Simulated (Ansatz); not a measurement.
All numbers below come from DFT PBE, scalar-relativistic, plane waves, PAW in Ansatz. Cutoff 420 eV, Γ-centred meshes of about 0.25 Å⁻¹ or finer for metals and 0.3 Å⁻¹ for insulators (2π included), Gaussian smearing. Collinear spin where magnetic atoms keep a moment.

All energies are static (0 K, no zero-point motion).

Compare these two cells of CuNi2O3, each relaxed at this level.

A. (ferromagnetic moments up to 1.4 μB)

```
Cu Ni O
1.0
    -1.46544    1.46544    6.60357
     1.46544   -1.46544    6.60357
     1.46544    1.46544   -6.60357
Cu Ni O
1 2 3
Direct
  0.00000 0.00000 0.00000
  0.66697 0.66697 0.00000
  0.33303 0.33303 0.00000
  0.17729 0.17729 0.00000
  0.82271 0.82271 0.00000
  0.50000 0.50000 0.00000
```

B. (ferromagnetic moments up to 1.3 μB)

```
Cu Ni O
1.0
    -1.49521    2.06358    4.58192
     1.49521   -2.06358    4.58192
     1.49521    2.06358   -4.58192
Cu Ni O
1 2 3
Direct
  0.00000 0.00000 0.00000
  0.66581 0.66581 0.00000
  0.33419 0.33419 0.00000
  0.81700 0.31700 0.50000
  0.18300 0.68300 0.50000
  0.50000 0.00000 0.50000
```

Problem. Which is lower in energy, and by how much?

Solution. B is lower, by 15 meV/atom. A has Cu and Ni ordered on rock salt sites, space group I4/mmm (No. 139), 9.5 Å³/atom and no gap on its mesh; B has Cu and Ni ordered on rock salt sites, space group Immm (No. 71), 9.4 Å³/atom and no gap. Counting O atoms around Cu and Ni (those within 1.25 times the shortest such distance or 1.15 times the sum of covalent radii; a plus sign parts nearer from farther groups), A has Cu 4+2, Ni 6 and B has Cu 6, Ni 6. Both come from trial cells of a structure search.

The k mesh leaves some 4 meV/atom of noise in the energy of each metallic cell. No Hubbard U is applied to the open shell of Cu and Ni. Another magnetic order may lie lower. In such compounds a missing gap is often an artefact of a semilocal functional without U, since the open shell pins the Fermi level. Cells relaxed within their symmetry can be saddle points.
